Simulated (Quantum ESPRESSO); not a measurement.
Ta4Rh2HfAl, different elements on one site, starting from this cell

Computed values, not a measurement. The program is pw.x of Quantum ESPRESSO 7.5 (plane-wave density functional theory). The cell is made up: eight metal atoms on a hexagonal close-packed lattice, with elements, volume, strain and displacements drawn at random and not relaxed, so it may be unstable or far from any real phase. PseudoDojo standard norm-conserving files set the functional (PBE unless stated); there is no spin polarisation or spin-orbit coupling, the Fermi-Dirac width of 0.25 eV means electrons at about 2900 K, and the masses in the input are unused placeholders. Heavy elements are run without spin-orbit coupling, which real alloys of them have. A spin test at this wide smearing found no moment, but such smearing suppresses magnetism that the real alloy may have.

The runs put different elements on site 4. Cell, positions, cutoff, mesh and smearing stay as in the input of run 1; sites are counted in its order. Stress in the tables is positive in tension.

Input of run 1:

```
&control calculation='scf', pseudo_dir='./dojo.nc.sr.pbe.v0_5.standard.upf', outdir='./o', disk_io='minimal', tprnfor=.true., tstress=.true. /
&system ibrav=0, nat=8, ntyp=4, nbnd=68, ecutwfc=87.97787729, nosym=.true., tot_charge=0,
 occupations='smearing', smearing='fd', degauss=0.0183746611
/
&electrons conv_thr=1.470e-08, electron_maxstep=70, mixing_beta=0.5 /
ATOMIC_SPECIES
Al 1.0 Al.upf
Hf 1.0 Hf.upf
Rh 1.0 Rh.upf
Ta 1.0 Ta.upf
CELL_PARAMETERS angstrom
2.9223 0.0 0.0
1.4611 -2.5307 -4.5976
1.4611 7.5922 -4.5976
ATOMIC_POSITIONS angstrom
Ta -0.0079 -0.028 0.0822
Rh 1.5075 2.5788 -4.6056
Hf 1.418 -0.9926 -2.2068
Rh 2.89 1.7643 -6.9264
Ta 2.8524 5.1256 -4.5563
Al 2.9128 0.0138 -4.584
Ta 2.9108 1.7886 -2.3375
Ta 4.2504 4.2492 -6.9787
K_POINTS automatic
8 5 3 1 1 1
```

```
run  elements on sites 1 to 8  -TS (eV)  pressure (GPa)  stress xx (GPa)  stress yy (GPa)  stress zz (GPa)  stress yz (GPa)  stress xz (GPa)  stress xy (GPa)  iterations
  1   Ta Rh Hf Rh Ta Al Ta Ta    -1.587            9.02            -5.01            -5.46           -16.61            -3.57             0.40             0.28          18
  2   Ta Rh Hf Ga Ta Al Ta Ta    -1.485           11.75            -7.57            -9.46           -18.22            -0.12             0.23             0.15          17
  3   Ta Rh Hf Au Ta Al Ta Ta    -1.458           14.22            -9.48           -11.68           -21.48            -1.89             0.43            -0.05          18
  4   Ta Rh Hf Ti Ta Al Ta Ta    -1.792           13.52           -10.06           -11.36           -19.13            -1.32             0.16             0.44          18
  5   Ta Rh Hf Pt Ta Al Ta Ta    -1.518           10.94            -5.84            -7.94           -19.05            -3.00             0.46             0.06          18
```

Forces Fx Fy Fz (eV/Å):

| site | run 1 | run 2 | run 3 | run 4 | run 5 |
| --- | --- | --- | --- | --- | --- |
| 1 | -0.02 1.95 -1.93 | 0.01 2.04 -1.71 | 0.01 1.93 -1.85 | -0.06 1.98 -1.62 | 0.00 1.98 -1.95 |
| 2 | -0.14 -0.20 0.15 | -0.11 -0.24 0.04 | -0.11 -0.23 0.58 | -0.10 -0.35 -0.13 | -0.12 -0.25 0.40 |
| 3 | -0.05 2.94 -1.71 | 0.01 3.05 -1.76 | 0.00 3.08 -1.79 | 0.00 2.75 -1.51 | -0.03 3.04 -1.78 |
| 4 | -0.04 -0.49 0.32 | -0.08 -0.65 1.03 | -0.12 -0.76 0.79 | -0.07 -0.38 1.28 | -0.10 -0.64 0.41 |
| 5 | 0.06 -2.95 1.43 | 0.09 -2.54 1.04 | 0.07 -2.44 0.64 | 0.07 -2.85 0.22 | 0.07 -2.73 1.18 |
| 6 | -0.04 1.12 -0.49 | -0.04 0.89 -0.31 | -0.04 0.97 -0.28 | -0.03 0.77 -0.47 | -0.04 1.09 -0.38 |
| 7 | -0.06 0.83 -0.54 | 0.00 0.26 -0.30 | -0.06 -0.05 -0.55 | 0.01 0.18 -0.06 | -0.07 0.51 -0.58 |
| 8 | 0.29 -3.20 2.78 | 0.11 -2.82 1.98 | 0.25 -2.50 2.46 | 0.16 -2.09 2.28 | 0.29 -3.00 2.71 |

Energies are left out, as each element's file has its own zero. A rerun of one cell of this series at a higher cutoff and on a denser mesh moved values by no more than 0.004 eV in energy, 0.04 GPa in stress and 0.008 eV/Å in force, and a second program with other atomic files agreed on that cell to 2 % rms in force and 0.5 GPa in pressure.